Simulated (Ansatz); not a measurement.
Si$_{2}$Ru:
```
CELL_PARAMETERS angstrom
      5.92838     0.00000     0.00000
      0.00000     5.92838     0.00000
      0.00000     0.00000     2.97057
ATOMIC_POSITIONS crystal
  Ru 0.00000 0.00000 0.00000
  Ru 0.50000 0.50000 0.50000
  Si 0.28019 0.28019 0.00000
  Si 0.71981 0.71981 0.00000
  Si 0.21981 0.78019 0.50000
  Si 0.78019 0.21981 0.50000
```

Relaxed with r²SCAN.

Q: Give the Bader charges and basin volumes of the independent atoms, r²SCAN in the plane-wave PAW code Ansatz.

A: 

```
atom  Bader charge (e)  Bader volume (Å³)
----  ----------------  -----------------
Ru1              -1.18               19.6
Si3              +0.59               16.3
```

Space group P4_2/mnm. The start of the workflow was typed in or built on a structure type; neither database checked (COD, Materials Project) lists it. Whether it is the stable phase at ambient conditions was not checked. The cell was relaxed with r²SCAN under the symmetry of its start; whether a distortion lowers the energy is not shown. No spin polarisation was allowed. The volume moved by 20 % from the start of the relaxation.

Potentials: the earlier of the program's two PAW sets.
